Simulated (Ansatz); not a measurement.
The start is a generated cell, Cd built in the AFLOW prototype A_oC8_64_f (A11, as in Ga). Cell shape, volume and atoms are optimised at zero target pressure with r2SCAN (plane waves to 500 eV, PAW, scalar-relativistic; Ansatz, a quantum-chemistry and plane-wave program). The first steps use a coarse 8×8×7 k-mesh.

The start:
```yaml
crystal:
  lattice:
    - [2.33657, -3.95765, 0.00000]
    - [2.33657, 3.95765, 0.00000]
    - [0.00000, 0.00000, 4.67417]
  atoms:
    - { symbol: Cd, position: [0.34510, 0.65490, 0.58100] }
    - { symbol: Cd, position: [0.65490, 0.34510, 0.41900] }
    - { symbol: Cd, position: [0.84510, 0.15490, 0.91900] }
    - { symbol: Cd, position: [0.15490, 0.84510, 0.08100] }
```

Q: How large is the pressure on the unrelaxed cell, and of which sign?

A: +13.6 GPa (positive: the cell is compressed).

Q: Which atoms feel the largest initial force, and how large is it?

A: 0.45 eV/Å, on Cd1, Cd2, Cd3, Cd4 (atoms numbered as listed).

Q: What symmetry does the relaxed structure have?

A: The space group goes from Cmce (No. 64) to I4/mmm (No. 139); the end is AFLOW prototype A_tI2_139_a (A_a), with 1 atom in the primitive cell.

Q: By how much does the energy per atom fall from start to end?

A: 0.31 eV/atom.

Q: How does the volume change?

A: +3.1 %, from 21.61 to 22.27 Å³/atom.

Q: Is the relaxed structure metallic? Give its gap.

A: No gap (metallic).

Q: What does it relax into? Give the structure.

A: 
Space group I4/mmm (No. 139); a = b = 3.910 Å, c = 2.914 Å, α = β = γ = 90.00°

```
atom  site  symmetry       x       y       z
----  ----  --------  ------  ------  ------
Cd      2b     4/mmm  0.0000  0.0000  0.5000
```
(The calculation used a cell of 1 atom; values per cell refer to that cell.)

Final values are on a 20×20×20 k-mesh of the relaxed cell. No spin polarisation in the result.

The run could not lose the symmetry of its start, so the end can be a saddle point.

The relaxed structure here is a generated cell of Cd: the first start was made by placing the elements on the sites of a structure type, and the end was not matched to a known phase here, so it may be hypothetical. Known forms of Cd include space group No. 194.
